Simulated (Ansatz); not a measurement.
BaTiO₃:
```yaml
crystal:
  lattice:
    - [4.01933, 0.00000, 0.00000]
    - [0.00000, 4.01933, 0.00000]
    - [0.00000, 0.00000, 4.01933]
  atoms:
    - { symbol: Ba, position: [0.50000, 0.50000, 0.50000] }
    - { symbol: Ti, position: [0.00000, 0.00000, 0.00000] }
    - { symbol: O, position: [0.00000, 0.50000, 0.00000] }
    - { symbol: O, position: [0.50000, 0.00000, 0.00000] }
    - { symbol: O, position: [0.00000, 0.00000, 0.50000] }
```

Tensor components refer to the Cartesian frame of this cell.

Question: Give the high-frequency dielectric tensor and the Born effective charge tensors of the independent atoms from DFPT, PBE in the plane-wave PAW code Ansatz.

Answer: 
ε∞:
```
6.71  0.00  0.00
0.00  6.71  0.00
0.00  0.00  6.71
```
Z* of atom 1 (Ba), rows: field, columns: displacement, in e:
```
2.76  0.00  0.00
0.00  2.76  0.00
0.00  0.00  2.76
```
Z* of atom 2 (Ti), rows: field, columns: displacement, in e:
```
7.39  0.00  0.00
0.00  7.39  0.00
0.00  0.00  7.39
```
Z* of atom 3 (O), rows: field, columns: displacement, in e:
```
-2.14   0.00   0.00
 0.00  -5.87   0.00
 0.00   0.00  -2.14
```

Static charges for comparison (Bader): Ba1 +1.54, Ti2 +2.22, O3 -1.25 e. Born charges measure polarisation by displacement and can exceed these by far.

Space group Pm-3m (cubic perovskite). This is a known high-temperature phase of the composition, computed here at zero pressure and temperature. The PBE relaxation kept the symmetry of its start. At this level the phase is dynamically unstable (imaginary phonons). The run is not spin-polarised. Scalar-relativistic: spin–orbit coupling is off unless named, which matters more the heavier the elements.

Potentials: the later of the program's two PAW sets.
